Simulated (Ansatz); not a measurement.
Relaxed-ion elastic tensor of Ti3Al in space group P6_3/mmc (No. 194; Al on 2c, Ti on 6h) in GPa (Voigt order), DFT-PBE in the program Ansatz with PAW potentials; density 4.24 g/cm³, 16.69 Å³ per atom.

```
 181  90.6  65.4   0.0   0.0   0.0
90.6   181  65.4   0.0   0.0   0.0
65.4  65.4   226   0.0   0.0   0.0
 0.0   0.0   0.0  57.4   0.0   0.0
 0.0   0.0   0.0   0.0  57.4   0.0
 0.0   0.0   0.0   0.0   0.0  45.0
```

Is the crystal mechanically stable?

Yes: the smallest eigenvalue of C is 45.0 GPa.

Work out the Voigt, Reuss and Hill averages.

K_V = 114, K_R = 114, K_H = 114; G_V = 56.3, G_R = 54.2, G_H = 55.3 GPa.

Give Young's modulus, Poisson's ratio, Pugh's ratio and the universal anisotropy index.

E = 9KG/(3K + G) = 143 GPa; ν = 0.29; K/G = 2.07 (ductile by the Pugh limit of 1.75); A_U = 5G_V/G_R + K_V/K_R − 6 = 0.20.

Estimate the sound speeds and the Debye temperature.

v_l = √((K + 4G/3)/ρ) = 6660 m/s, v_t = √(G/ρ) = 3610 m/s, mean 4030 m/s; Θ = (h/k)(3n/4πV)^(1/3) v_m = 469 K.

Solve the Christoffel equation for the three sound speeds along x, y, z.

Eigenvalues of C_ijkl n_j n_l equal ρv². In km/s, slowest first: x 3.26, 3.68, 6.53; y 3.26, 3.68, 6.53; z 3.68, 3.68, 7.29.

How much does each axis shrink under pressure?

Linear compressibilities β_i = Σ_j S_ij (j = 1 to 3): x 3.0, y 3.0, z 2.7 per TPa.

The PBE relaxation kept the symmetry of its start. The run is not spin-polarised. As this level gives no gap, shear constants depend on the k-mesh and smearing (Fermi–Dirac, 0.1 eV here).

Potentials: the later of the program's two PAW sets.
